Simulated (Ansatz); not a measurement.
**ScIn$_{3}$: all-electron results**

```
Sc In
1.0
     4.46000    0.00000    0.00000
     0.00000    4.46000    0.00000
     0.00000    0.00000    4.46000
Sc In
1 3
Direct
  0.00000 0.00000 0.00000
  0.00000 0.50000 0.50000
  0.50000 0.00000 0.50000
  0.50000 0.50000 0.00000
```

Atom numbers follow the list: Sc1, In2, In3, In4.

Conventional cell: a = 4.460 Å, b = 4.460 Å, c = 4.460 Å, α = 90.00°, β = 90.00°, γ = 90.00°. Around Sc (atom 1) lie 12 In at 3.15 Å. Around In (atom 2) lie 4 Sc at 3.15 Å and 8 In at 3.15 Å.

The cell is COD entry 1539387, as deposited and not checked against the literature; nothing was relaxed.

Spin–orbit coupling is left out, though it moves levels of the heavy atoms by tenths of an eV or more.

Methods: DFT, PBEsol, all-electron LAPW, scalar-relativistic (Ansatz 0.2.0); DFT, PBEsol, PAW with Ansatz's default frozen-core files, scalar-relativistic (Ansatz 0.2.0).

For LAPW: a Γ-centred 8×8×8 k mesh, Fermi–Dirac smearing of 0.08 eV, basis error target 1 meV/atom, no spin polarisation. PAW takes a cutoff of 420 eV at this cell (files made with PBE, cores remade for this functional). The Ansatz runs share mesh, smearing and spin set-up. Values come from LAPW unless marked.

- Pressure at this cell: -0.29 GPa
- Band gap: none: bands cross the Fermi level, a metal
- Density of states at the Fermi level (0.2 eV bin): 1.99 states/eV per cell
- Löwdin charges (with 0.05 e of the cell spilling out of the atomic basis, so their sizes and signs hang on that basis): Sc1 0.70, In2 -0.22 e
- Bader charges (from the PAW run): Sc1 +1.25, In2 -0.42 e
- Volume per atom: 22.18 Å³
